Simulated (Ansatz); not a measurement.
An Ansatz (an electronic-structure program) input:

Ansatz 0.2 input:
```yaml
crystal:
  lattice:
    - [4.2947738895, 0.0, 0.0]
    - [-2.1473869447, 3.7193832918, 0.0]
    - [0.0, 0.0, 4.4923996589]
  atoms:
    - { symbol: La, position: [0.0, 0.0, 0.0] }
    - { symbol: Ga, position: [0.6666666667, 0.3333333333, 0.5] }
    - { symbol: Ga, position: [0.3333333333, 0.6666666667, 0.5] }
kpoints:
  mp_grid: { grid: [8, 8, 7] }
  band_path:
    path:
      - [[0.0, 0.0, 0.0], [0.5, 0.0, 0.0], [0.3333333333, 0.3333333333, 0.0], [0.0, 0.0, 0.0], [0.0, 0.0, 0.5], [0.5, 0.0, 0.5], [0.3333333333, 0.3333333333, 0.5], [0.0, 0.0, 0.5]]  # Γ-M-K-Γ-A-L-H-A
      - [[0.5, 0.0, 0.5], [0.5, 0.0, 0.0]]  # L-M
      - [[0.3333333333, 0.3333333333, 0.5], [0.3333333333, 0.3333333333, 0.0]]  # H-K
    npoints: 8
hamiltonian:
  xc: r2scan
  pseudopotentials: { kind: paw }
magnetization: { noncollinear: true, spin_orbit: true }
scf:
  n_extra_bands: 13
  convergence: { dr2_threshold: 0.0000000001 }
  occupations: { method: gaussian, width: 0.05 }
output: { eigenvalues: true }
```

How many symmetry operations and irreducible k-points will the run report?

24 operations, 40 of 448 k-points.

With a cutoff of 500 eV, how many plane waves at Γ?

1847.

It took very roughly 2.1 core-minutes on shared server cores.

Space group P6/mmm. The workflow started from an entry of the Crystallography Open Database (COD, 293 K). Its standing as an ambient phase is unchecked. The cell was relaxed with r²SCAN under the symmetry of its start; its stability against distortions is not shown here.

Potentials: the later of the program's two PAW sets.

Ansatz is a plane-wave DFT program.
